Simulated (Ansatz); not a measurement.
Relaxed-ion elastic tensor of YC2 (MoSi2 or CaC2 type, I4/mmm) in GPa (Voigt order), the program Ansatz at the LDA level (PAW); density 4.76 g/cm³, 13.13 Å³ per atom.

```tsv
	1	2	3	4	5	6
1	207	101	23.8	0.0	0.0	0.0
2	101	207	23.8	0.0	0.0	0.0
3	23.8	23.8	524	0.0	0.0	0.0
4	0.0	0.0	0.0	4.2	0.0	0.0
5	0.0	0.0	0.0	0.0	4.2	0.0
6	0.0	0.0	0.0	0.0	0.0	103
```

### Question
Is the crystal mechanically stable?

### Answer
Yes: the smallest eigenvalue of C is 4.2 GPa.

### Question
Work out the Voigt and Reuss bounds. Is their mean of use?

### Answer
K_V = 137, K_R = 127; G_V = 74.8, G_R = 9.8 GPa. The bounds lie so far apart that a Hill average or a Debye temperature from it would say little.

The workflow started from an entry of the Crystallography Open Database (COD). Whether it is the stable phase at ambient conditions was not checked. The LDA relaxation kept the symmetry of its start; of distortions, only those at the zone centre were tested. The run is not spin-polarised. As this level gives no gap, shear constants depend on the k-mesh and smearing (Fermi–Dirac, 0.1 eV here).

Potentials: the later of the program's two PAW sets.
